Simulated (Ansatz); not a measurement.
TaGe$_{2}$ in space group P6_222 (No. 180; Ge on 6j, Ta on 3d) at seven volumes, PBEsol in the plane-wave PAW code Ansatz, shape and atoms relaxed at each. One row is withheld.

```tsv
V (Å³/atom)	P (GPa)
14.395	19.10
14.870	11.65
15.344	?
15.819	-0.01
16.293	-4.51
16.768	-8.31
17.243	-11.52
```

### Question
Fit the shown pressures and predict the withheld one.

### Answer
P = (3/2)B₀(x^(7/2) − x^(5/2))[1 + (3/4)(B′ − 4)(x − 1)] with x = (V₀/V)^(2/3). Least squares on the six rows gives V₀ = 15.819 Å³/atom, B₀ = 163 GPa, B′ = 4.61. At V = 15.344, x = 1.0205 and P = 5.33 GPa. The run itself gave 5.33 GPa.

The workflow started from an entry of the Crystallography Open Database (COD). Whether it is the stable phase at ambient conditions was not checked. The cell was relaxed with PBEsol under the symmetry of its start; whether a distortion lowers the energy is not shown. The run is not spin-polarised. Spin–orbit coupling is left out wherever it is not named.

Potentials: the later of the program's two PAW sets.
